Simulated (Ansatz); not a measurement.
A distorted cell of Li₂O (anti-fluorite):

```xyz
3
Lattice="0.0000 2.2461 2.3060 2.2461 0.0000 2.3060 2.2461 2.2461 0.0000" Properties=species:S:1:pos:R:3 pbc="T T T"
O      0.0000     0.0000     0.0000
Li     1.1230     1.1230     1.1530
Li     3.3691     3.3691     3.4590
```

All values below come from r2SCAN (plane waves to 500 eV, PAW, scalar-relativistic; Ansatz, a quantum-chemistry and plane-wave program). k mesh 12×12×12 (Γ-centred), Fermi-Dirac smearing 0.05 eV. E stands for the smeared free energy. Stress and pressure are positive under compression. Li2O was relaxed with its symmetry unable to fall.

What is the stress tensor (GPa)?


```
    4.3      0.0      0.0
    0.0      4.3      0.0
    0.0      0.0     -1.1
```
The pressure, a third of the trace, is 2.5 GPa.

It is the relaxed cell deformed to V/V₀ = 0.973, (c/a)/(c/a)₀ = 1.027, c along z, fractional positions held. What is its energy relative to the relaxed cell?

3.9 meV/atom.

(Under strain, the slope of the energy per volume gives the stress and its curvature an elastic modulus.)
